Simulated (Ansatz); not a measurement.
Sn$_{3}$PbS$_{4}$ (Cm) at 2 levels of theory

One geometry, relaxed with PBE; plane waves with PAW potentials in Ansatz, scalar-relativistic. No spin polarisation. Gaps are the least over mesh and band path; pressure is positive in compression.

```cif
data_structure
_symmetry_space_group_name_H-M 'Cm'
_symmetry_Int_Tables_number 8
_cell_length_a 12.4506
_cell_length_b 8.2833
_cell_length_c 4.2010
_cell_angle_alpha 90.000
_cell_angle_beta 107.054
_cell_angle_gamma 90.000
_cell_volume 414.21
loop_
_atom_site_label
_atom_site_type_symbol
_atom_site_symmetry_multiplicity
_atom_site_Wyckoff_symbol
_atom_site_fract_x
_atom_site_fract_y
_atom_site_fract_z
_atom_site_occupancy
Sn1 Sn 4 b 0.25671 0.75358 0.93911 1
Sn2 Sn 2 a 0.99590 0.00000 0.60914 1
Pb1 Pb 2 a 0.50456 0.00000 0.60677 1
S1 S 4 b 0.47337 0.25498 0.06862 1
S2 S 2 a 0.77585 0.00000 0.38588 1
S3 S 2 a 0.27462 0.00000 0.38517 1
```

```tsv
level	cutoff (eV)	k mesh	gap (eV)	pressure (GPa)
PBE	420	4×4×8	0.65	0.0
```

Task: What comes out on the same cell with LDA?

Result:
```json
{"level": "LDA", "cutoff (eV)": "420", "k mesh": "4×4×8", "gap (eV)": "0.58", "pressure (GPa)": "-4.3"}
```

Spin-orbit coupling matters for the bands of heavy elements and is left out. The cell holds layers, chains or molecules and no dispersion correction was added, so their binding is poorly described.

The cell was found from a structure generator's guess, not taken from experiment.
